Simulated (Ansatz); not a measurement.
## Fm-3m: 4 crystals compared

All 4 crystals share space group Fm-3m (No. 225) and the same kinds of sites, 2 atoms in the primitive cell. They are database entries and needn't be the stable phases. The set is a selection: crystals with gaps under 0.25 eV or edges off the refined points were left out. Cells are relaxed by PAW under the functional.

Quantity: Kohn-Sham band edges (the gap between refined extrema, the direct gap on the fine mesh). Level: LDA, all-electron LAPW in Ansatz 0.2.0, scalar-relativistic.

```tsv
crystal	cell (conventional)	fine k mesh	smearing (eV)
MgO	a = 4.159 Å	16×16×16	none
CaO	a = 4.708 Å	14×14×14	none
SrO	a = 5.064 Å	14×14×14	none
MgS	a = 5.128 Å	14×14×14	none
```

**Question.** Rank them by electron conductivity mass, lowest first.
A. SrO
B. MgS
C. CaO
D. MgO

**Answer.** B (0.336 mₑ), D (0.361 mₑ), A (0.490 mₑ), C (0.529 mₑ).

All values:

| crystal | gap (eV) | least direct gap (eV) | electron conductivity mass (mₑ) | ε∞ without local fields (PAW) |
| --- | --- | --- | --- | --- |
| MgO | 5.04 | 5.04 | 0.361 | 3.29 |
| CaO | 3.45 | 3.80 | 0.529 | 4.09 |
| SrO | 3.12 | 3.16 | 0.490 | 4.10 |
| MgS | 2.65 | 3.83 | 0.336 | 6.18 |

Limits of these numbers: semilocal gaps are low, and light masses and ε∞ follow the gap; no spin-orbit coupling on heavy atoms (SrO).
